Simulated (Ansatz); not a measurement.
One stationary structure of HfO₂. Calculation: r2SCAN (plane waves to 500 eV, PAW, scalar-relativistic; Ansatz, a program for electronic structure).

```cif
data_Hf2O4
_chemical_formula_sum 'Hf2 O4'
_space_group_name_H-M_alt 'P 1'
_space_group_IT_number 1
_cell_length_a 3.57698
_cell_length_b 3.57698
_cell_length_c 5.20360
_cell_angle_alpha 90.000
_cell_angle_beta 90.000
_cell_angle_gamma 90.000
loop_
_space_group_symop_operation_xyz
  'x, y, z'
loop_
_atom_site_label
_atom_site_type_symbol
_atom_site_fract_x
_atom_site_fract_y
_atom_site_fract_z
_atom_site_occupancy
Hf1 Hf 0.00000 0.00000 0.00000 1
Hf2 Hf 0.50000 0.50000 0.50000 1
O1 O 0.00000 0.50000 0.19607 1
O2 O 0.00000 0.50000 0.69607 1
O3 O 0.50000 0.00000 0.30393 1
O4 O 0.50000 0.00000 0.80393 1
```

Q: Determine the symmetry and give the standard cell with its independent sites.

A: Space group P4₂/nmc, origin choice 1 (No. 137); a = b = 3.5770 Å, c = 5.2036 Å, α = β = γ = 90.00°

| atom | site | symmetry | x | y | z |
|---|---|---|---|---|---|
| Hf | 2a | -4m2 | 0.0000 | 0.0000 | 0.0000 |
| O | 4d | 2mm. | 0.0000 | 0.5000 | 0.1961 |

Q: Give the shortest distances between elements (the closest pairs, up to four, under 3.6 Å).

A: Hf–O 2.06 Å; O–O 2.59 Å; Hf–Hf 3.58 Å.

| Item | Result |
|---|---|
| Volume per atom | 11.10 Å³ |
| Band gap | 5.27 eV, indirect (valence top at Z, conduction bottom at Γ) (no spin-orbit coupling) |
| Smallest direct gap | 5.34 eV at Γ |

No spin polarisation in the result.

The run could not lose the symmetry of its start; a randomly shaken copy of 12 atoms returns to this structure.
